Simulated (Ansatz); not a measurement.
Values for one crystal, relaxed and computed with plane-wave PAW r²SCAN (Ansatz code); other levels are named.

* **Volume per atom**: 9.07 Å³
* **Electronic character**: metallic (no gap)
* **Formation energy from the elements (no fitted shifts)**: -0.46 eV/atom
* **Density of states at the Fermi level**: 0.20 states/eV per atom (mean over ±0.08 eV)

### Question
Which of these materials gives this?
A. EuGe, Cmcm (Eu on 4c, Ge on 4c)
B. Sc3InB, anti-perovskite
C. EuCuSb, P6_3/mmc (Eu on 2a, Cu on 2d, Sb on 2c)
D. ReB2, P6_3/mmc (Re on 2c, B on 4f)

### Answer
D, ReB2, P6_3/mmc (Re on 2c, B on 4f)

The workflow started from a Materials Project entry (that database holds measured and hypothetical structures alike); the Crystallography Open Database files this formula in space group No. 194, but the cells were not matched. Whether it is the stable phase at ambient conditions was not checked. The r²SCAN relaxation kept the symmetry of its start; whether a distortion lowers the energy is not shown. The run is not spin-polarised. The references are the lowest solids computed at this level, not always the standard phases. Spin–orbit coupling is left out wherever it is not named.

Potentials: the later of the program's two PAW sets.
